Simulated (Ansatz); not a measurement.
**YGaC₄N₄: from a guess to a relaxed structure**

These are results of Ansatz 0.2.0, DFT PBE, scalar-relativistic, plane waves, PAW, not measurements. Cutoff 420 eV, Gaussian smearing, Γ-centred meshes. Cell and atoms relax first on a coarse mesh and then on a finer one. In between, the cell is made exact in the group found at 0.06 Å. In metals the finer mesh still leaves noise of several meV/atom or more. The steps can't lower the symmetry of their start. Collinear spin is switched on along the way, since trial moments persisted in a coarse test.

The cell of YGaC₄N₄ is invented: two interpenetrating cyanide-bridged diamond nets (P-43m, No. 215). Lengths were set from tabulated atomic sizes, so they are only a guess.

Space group P-43m (No. 215). a = 6.075 Å, b = 6.075 Å, c = 6.075 Å, α = 90.00°, β = 90.00°, γ = 90.00°
```tsv
atom	site	symmetry	x	y	z
Y	1a	-43m	0.0000	0.0000	0.0000
Ga	1b	-43m	0.5000	0.5000	0.5000
C	4e	.3m	0.2002	0.2002	0.2002
N	4e	.3m	0.3113	0.3113	0.3113
```

The zero of energy is the elements' standard structures at the same level (N₂ as a molecule); no fitted shifts are applied.

**Question.** Which structure results?

**Answer.** The symmetry stays P-43m (No. 215). The volume per atom grows by 12.4 %, from 22.4 to 25.2 Å³. The shortest distance goes from 1.17 Å (C–N) to 1.18 Å (C–N). The energy falls by about 0.25 eV/atom (the start's value is from the coarse mesh). Conventional cell: a = 6.317 Å. Y has 4 C at 2.40 Å; around Ga lie 4 N at 1.88 Å; around C lie 1 N at 1.18 Å and 1 Y at 2.40 Å; around N lie 1 C at 1.18 Å and 1 Ga at 1.88 Å.

```xyz
10
Lattice="6.3168 0.0000 0.0000 0.0000 6.3168 0.0000 0.0000 0.0000 6.3168" Properties=species:S:1:pos:R:3 pbc="T T T"
Y     0.0000    0.0000    0.0000
Ga    3.1584    3.1584    3.1584
C     1.3880    1.3880    1.3880
C     1.3880    4.9288    4.9288
C     4.9288    1.3880    4.9288
C     4.9288    4.9288    1.3880
N     2.0717    2.0717    2.0717
N     2.0717    4.2452    4.2452
N     4.2452    2.0717    4.2452
N     4.2452    4.2452    2.0717
```

**Question.** Give its energy and gap.

**Answer.**

- Formation energy: +0.34 eV/atom
- Gap on the 6×6×6 mesh of the 10-atom cell: 0 eV (a metal)
- Net moment per atom: 0.20 μB
- Moment by site: Y 0.3 μB

A positive value: parting into the elements would lower its energy.

The last run used collinear spin and Gaussian smearing of 0.10 eV. The reference form of C is held partly by dispersion forces, which this level lacks. Another magnetic order may lie lower. Symmetry constrained the relaxation, so the result can be a saddle point. Site moments count only spheres around the atoms; the net moment includes the space between them.
